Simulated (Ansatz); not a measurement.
The relaxed structure here is a generated cell of Mn: the first start was made by placing the elements on the sites of a structure type, and the end was not matched to a known phase here, so it may be hypothetical.

The end point of a relaxation of Mn. Space group I-43d (No. 220), AFLOW prototype A_cI16_220_c (as in Li). All values below come from PBE (plane waves to 420 eV, PAW, scalar-relativistic; Ansatz, an electronic-structure program).

Space group I-43d (No. 220); a = 5.578 Å, b = 5.578 Å, c = 5.578 Å, α = 90.00°, β = 90.00°, γ = 90.00°

```json
[
 {"atom": "Mn", "site": "16c", "symmetry": ".3.", "x": "0.2351", "y": "0.2351", "z": "0.2351"}
]
```
(The calculation used a cell of 8 atoms; values per cell refer to that cell.)

### Question
Predict the magnetic moment from PBE.

### Answer
Net 0.57 μB/atom, ferromagnetic.

Spin state reached: ferromagnetic (net 0.57 μB/atom), from parallel starting moments; other spin orders were not run from this start.

The run could not lose the symmetry of its start, so the end can be a saddle point.
